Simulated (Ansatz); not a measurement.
BP:
```
CELL_PARAMETERS angstrom
      3.17945     0.00000     0.00000
     -1.58973     2.75349     0.00000
      0.00000     0.00000     5.27435
ATOMIC_POSITIONS crystal
  B  0.66667 0.33333 0.50045
  B  0.33333 0.66667 0.00045
  P  0.66667 0.33333 0.87455
  P  0.33333 0.66667 0.37455
```

Cartesian axes are those of the cell as given.

Problem. Give the proper piezoelectric stress tensor with relaxed ions from PBEsol (plane waves, PAW; program Ansatz).

Solution. In C/m², rows x, y, z, Voigt columns; mesh uncertainty up to 0.01.
```
 0.00   0.00   0.00   0.00   0.11   0.00
 0.00   0.00   0.00   0.11   0.00   0.00
 0.14   0.14  -0.32   0.00   0.00   0.00
```

The elastic tensor of the same run (GPa):

```
 413  63.4  28.3   0.0   0.0   0.0
63.4   413  28.3   0.0   0.0   0.0
28.3  28.3   465   0.0   0.0   0.0
 0.0   0.0   0.0   134   0.0   0.0
 0.0   0.0   0.0   0.0   134   0.0
 0.0   0.0   0.0   0.0   0.0   175
```

Problem. Convert to strain constants d = e·S.

Solution. In pC/N:
```
 0.0   0.0   0.0   0.0   0.8   0.0
 0.0   0.0   0.0   0.8   0.0   0.0
 0.3   0.3  -0.7   0.0   0.0   0.0
```

Space group P6_3mc (wurtzite). The first step of the workflow began from a Materials Project structure, measured or hypothetical; the Crystallography Open Database copy checked does not list it. It is not the phase usual at ambient conditions (space group No. 216). The PBEsol relaxation kept the symmetry of its start; whether a distortion lowers the energy is not shown.

Potentials: the earlier of the program's two PAW sets.
